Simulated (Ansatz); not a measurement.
Input:

Relaxed BN (zinc blende):

```xyz
4
Lattice="0.0000 3.6097 3.6097 1.8049 0.0000 1.8049 1.8049 1.8049 0.0000" Properties=species:S:1:pos:R:3 pbc="T T T"
N      2.7073     2.7073     2.7073
N      2.7073     4.5122     4.5122
B      0.0000     0.0000     0.0000
B      1.8049     3.6097     1.8049
```

A phonon eigenvector at L = (0.5, 0.0, 0.0) is frozen into this cell: atom i moves by Q times the vector below, so Q is the largest atomic displacement, in Å. The cell is held. (q is in reciprocal vectors of the primitive cell; the cell shown is doubled to hold the pattern.)

| atom | x | y | z |
|---|---|---|---|
| N1 | -0.577 | 0.577 | 0.577 |
| N2 | 0.577 | -0.577 | -0.577 |
| B3 | 0.351 | -0.351 | -0.351 |
| B4 | -0.351 | 0.351 | 0.351 |

Calculation: r2SCAN (plane waves to 500 eV, PAW, scalar-relativistic; Ansatz, a quantum-chemistry and plane-wave program). k mesh 8×16×16 (Γ-centred), Fermi-Dirac smearing 0.05 eV. The energy includes the smearing's −TS. Left out: 2 of 13 points, with atoms too close for the PAW data. BN was relaxed with its symmetry unable to fall. ΔE is measured from the undisplaced structure.

The scan covers Q from -0.233 to 0.233 Å in 11 points.

Task: Which space group does the distorted structure have?

Result: R3m (No. 160), lowered from F-43m.

Task: What is the energy change at Q = 0.233 Å?

Result: 4373 meV/cell.

Task: What harmonic wavenumber does the curvature at Q = 0 give?

Result: 978 cm⁻¹.

(For displaced atoms, the force is minus the slope of the energy, and its curvature is a force constant, which sets phonon frequencies.)
